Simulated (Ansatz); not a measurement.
TiO2:
```cif
data_O4Ti2
_chemical_formula_sum 'Ti2 O4'
_space_group_name_H-M_alt 'P 1'
_space_group_IT_number 1
_cell_length_a 5.41662
_cell_length_b 5.41662
_cell_length_c 5.41662
_cell_angle_alpha 139.615
_cell_angle_beta 139.615
_cell_angle_gamma 58.438
loop_
_space_group_symop_operation_xyz
  'x, y, z'
loop_
_atom_site_label
_atom_site_type_symbol
_atom_site_fract_x
_atom_site_fract_y
_atom_site_fract_z
_atom_site_occupancy
Ti1 Ti 0.75000 0.25000 0.50000 1
Ti2 Ti 0.00000 0.00000 0.00000 1
O1 O 0.95799 0.45799 0.50000 1
O2 O 0.79201 0.79201 0.00000 1
O3 O 0.54201 0.04201 0.50000 1
O4 O 0.20799 0.20799 0.00000 1
```

Relaxed with LDA.

Problem. Decompose the optical modes at the zone centre into irreducible representations, and say which are infrared and Raman allowed.

Solution. Point group 4/mmm: Γ_opt = A1g + A2u + 2B1g + B2u + 3Eg + 2Eu. Infrared: A2u, Eu. Raman: A1g, B1g, Eg.

Problem. Assign frequencies (DFPT, LDA in the plane-wave PAW code Ansatz; without the LO–TO term).

Solution. Eg 149, Eg 165, Eu 240, A2u 347, B1g 384, Eu 441, B1g 503, A1g 528, B2u 551, Eg 637 cm⁻¹.

Subscripts of B labels follow the axes of the standard setting.

Space group I4_1/amd (anatase). The LDA relaxation kept the symmetry of its start; of distortions, only those at the zone centre were tested. The run is not spin-polarised.

Potentials: the later of the program's two PAW sets.
